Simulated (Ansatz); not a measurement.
SiGe in space group R-3m (No. 166; Si on 6c, Ge on 6c), DFT-PBE in the program Ansatz with PAW potentials. The conduction-band minimum lies at F, with 3 equivalent valleys. Second derivatives d²E/dk² of the lowest band at one valley (eV·Å²), along Cartesian directions:

```tsv
direction	d²E/dk²
[100]	22.60
[010]	39.71
[001]	70.85
[110]	16.27
[101]	40.15
[011]	51.48
```

Question: Find the principal effective masses, the density-of-states mass and the conductivity mass.

Answer: Off-diagonal terms follow from H_xy = H[110] − (H_xx + H_yy)/2, and m*/mₑ = 7.620 eV·Å² over each eigenvalue: 0.11, 0.16, 0.59. One valley's DOS mass (m₁m₂m₃)^(1/3) = 0.21, conductivity mass 3/(Σ 1/mᵢ) = 0.17 mₑ.

Question: What effective density of states Nc follows at 300 K for parabolic valleys?

Answer: Nc = 2.509e19 × 3 × (0.21)^(3/2) ≈ 7.2e18 cm⁻³.

The start of the workflow was typed in or built on a structure type; neither database checked (COD, Materials Project) lists it. Whether it is the stable phase at ambient conditions was not checked. The cell was relaxed with PBE under the symmetry of its start; whether a distortion lowers the energy is not shown. Spin–orbit coupling is left out wherever it is not named.

Potentials: the later of the program's two PAW sets.

Edges and masses are those of Kohn–Sham bands, whose gap is no quasiparticle gap.
